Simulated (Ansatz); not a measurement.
TaRe$_{3}$:
```
TaRe3
1.0
   -1.98915     1.98915     3.99335
    1.98915    -1.98915     3.99335
    1.98915     1.98915    -3.99335
Re Ta
3 1
Direct
  0.50000   0.50000   0.00000
  0.75000   0.25000   0.50000
  0.25000   0.75000   0.50000
  0.00000   0.00000   0.00000
```

Relaxed with PBE. Special points in fractions of this cell's reciprocal vectors: Γ (0.000, 0.000, 0.000); X (0.000, 0.000, 0.500); P (0.250, 0.250, 0.250); N (0.000, 0.500, 0.000); M (0.500, 0.500, -0.500); S (0.312, 0.688, -0.312); S0 (-0.312, 0.312, 0.312); R (-0.124, 0.124, 0.500); G (0.500, 0.500, -0.124).

**Question.** List the band energies nearest the Fermi level at these points for the program Ansatz at the PBE level (PAW).

**Answer.** In eV from the Fermi level; about four levels below and three above (degenerate sets whole), none deeper than 8.9 eV; points with the same levels are listed once.

```csv
k,below,above
Γ,-2.48 -2.48 -1.19 -0.96 -0.96,0.27 0.80 1.85
X,-1.45 -1.25 -1.00 -0.14,0.43 0.65 0.92
P,-0.86 -0.55 -0.55 -0.21,2.58 3.63 3.63
N,-2.61 -2.32 -1.84 -1.20,0.47 0.54 0.57
M,-3.74 -3.16 -1.01 -0.34,0.54 0.54 1.41 1.41
S,-2.01 -1.80 -1.20 -0.57,0.06 0.49 0.88
R,-1.13 -1.08 -0.65 -0.21,0.83 1.42 1.76
```

Space group I4/mmm. A made-up cell: these elements were put on the sites of a structure type; neither database checked (COD, Materials Project) lists it. Whether it is the stable phase at ambient conditions was not checked. Symmetry was held in the PBE relaxation; its stability against distortions is not shown here. No spin polarisation was allowed. Scalar-relativistic: spin–orbit coupling is off unless named, which matters more the heavier the elements.

Potentials: the earlier of the program's two PAW sets.
